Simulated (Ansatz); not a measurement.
Input and command of a calculation in Ansatz (plane waves; scalar-relativistic PAW potentials unless the input names others):

```yaml
crystal:
  lattice:
    - [1.21846369, -3.9763780104, 0.0]
    - [1.21846369, 3.9763780104, 0.0]
    - [0.0, 0.0, 2.4754955235]
  atoms:
    - { symbol: Cu, position: [0.13386665, 0.86613335, 0.25], spin: 2.0 }
    - { symbol: Cu, position: [0.86613335, 0.13386665, 0.75] }
basis:
  ecutwfc: 420
kpoints:
  mp_grid: { grid: [20, 20, 20] }
hamiltonian:
  xc: pbesol
scf:
  occupations: { method: gaussian, width: 0.15 }
  max_iter: 50
output:
  forces: true
  eigenvalues: true
  stress: true
```

```bash
ansatz run input.yaml --threads 1 --pin off --max-ram 2560MiB --backend cpu --events-out ev --progress --plain --runs-dir out
```

Problem. Will this input run?

Solution. The program refuses it, because of a moment without spin polarisation (crystal.atoms[0].spin: not typed → 2.0). Without that key it is accepted.

Abridged log:
```
Error: inconsistent input (magnetization.spin_polarized): false but per-atom `spin:`, `per_species`, `initial_magnetization`, `magnetic_field`, or `spin_locking` is set
```